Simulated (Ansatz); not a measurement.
All numbers below come from DFT PBE, scalar-relativistic, plane waves, PAW in Ansatz. Settings: cutoff 420 eV, Γ-centred meshes spaced at most about 0.3 Å⁻¹, and about 0.25 Å⁻¹ or finer for metals (2π included), Gaussian smearing. No spin polarisation in the final relaxations.

These are static total energies at zero pressure. All come from trial cells, and lower structures may exist.

Task: Which of these relaxed structures of Si3Ag is the lowest in energy?
A.

```
CELL_PARAMETERS angstrom
4.02412 0.00000 0.00000
0.00000 4.02412 0.00000
0.00000 0.00000 4.02412
ATOMIC_POSITIONS crystal
Si 0.50000 0.50000 0.00000
Si 0.50000 0.00000 0.50000
Si 0.00000 0.50000 0.50000
Ag 0.00000 0.00000 0.00000
```

B.

```
CELL_PARAMETERS angstrom
0.00000 3.19354 3.19354
3.19354 0.00000 3.19354
3.19354 3.19354 0.00000
ATOMIC_POSITIONS crystal
Si 0.50000 0.50000 0.50000
Si 0.25000 0.25000 0.25000
Si 0.75000 0.75000 0.75000
Ag 0.00000 0.00000 0.00000
```

Result: A. It has the Cu3Au (L1_2) type, space group Pm-3m (No. 221); the next, B, with the BiF3 (D0_3) type, space group Fm-3m (No. 225), lies 25 meV/atom higher. Counting Si atoms around Ag (those within 1.25 times the shortest such distance or 1.15 times the sum of covalent radii; a plus sign parts nearer from farther groups), the lowest has Ag 12 and the next has Ag 8+6. Even the lowest lies +0.55 eV/atom against the elements.

A magnetic state wasn't ruled out in cells without spin, among them Pm-3m, Fm-3m. Cells relaxed within their symmetry can be saddle points. Some structure types and database cells were kept out of the candidates from the start, so a known form may be missing.
